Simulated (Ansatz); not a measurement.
A generator proposed this cell of GeAs5.

```
CELL_PARAMETERS angstrom
4.55201 0.00000 0.00000
0.00000 4.55201 0.00000
0.00000 0.00000 7.91366
ATOMIC_POSITIONS crystal
Ge 0.00000 0.00000 0.50000
As 0.00000 0.50000 0.50000
As 0.50000 0.00000 0.50000
As 0.50000 0.50000 0.50000
As 0.50000 0.50000 0.00000
As 0.00000 0.00000 0.00000
```

These are results of Ansatz, DFT PBE, scalar-relativistic, plane waves, PAW, not measurements. Plane waves to 420 eV, a k mesh through Γ of 4×4×2 on the computed 6-atom cell and Gaussian smearing (0.10 eV); no spin polarisation.

Energies over the elements count from the elements' standard structures at the same level, with no fitted energy shifts.

Question: What does a single point on this coarse mesh give?

Answer: The pressure is 10.6 GPa (the mean over three directions, positive in compression), the largest force is 0.00 eV/Å (symmetry fixes the atoms), and the energy is +1.41 eV/atom against the elements. The shortest distance is 2.28 Å.

Question: How much does it gain on relaxing, and where does it end?

Answer: Relaxing gains about 0.79 eV/atom (the start's value is from the coarse mesh, so the gain is rough) in 27 ionic steps and ends at +0.62 eV/atom on the finer mesh. The symmetry stays P4/mmm (No. 123). The volume per atom shrinks by 14.7 %, from 27.3 to 23.3 Å³. The shortest distance goes from 2.28 Å (Ge–As and As–As) to 2.59 Å (Ge–As and As–As). The ratio c/a of the conventional cell changes by a factor of 0.58. Conventional cell: a = 5.186 Å, c = 5.203 Å. Ge is surrounded by 6 As at 2.59–2.60 Å; As on a site of symmetry mmm is surrounded by 2 As at 2.59 Å and 2 Ge at 2.59 Å; As on a site of symmetry 4/mmm has 6 As at 2.59–2.60 Å; 2 more sites not described.

The last run used an 8×8×8 mesh for its 6-atom cell and Gaussian smearing of 0.10 eV. An odd number of electrons in the primitive cell allows no gap without spin; a larger cell or a magnetic state could open one. The cell is a metal run without spin; a magnetic state may lie lower. The reference form of As is held partly by dispersion forces, which this level lacks. The relaxation can't lower the symmetry of the start. A structure relaxed within its symmetry needn't be a true minimum. Another cell of GeAs5 relaxed alike, in P6/mmm, lies 216 meV/atom lower, so this cell isn't the stable form at this level.
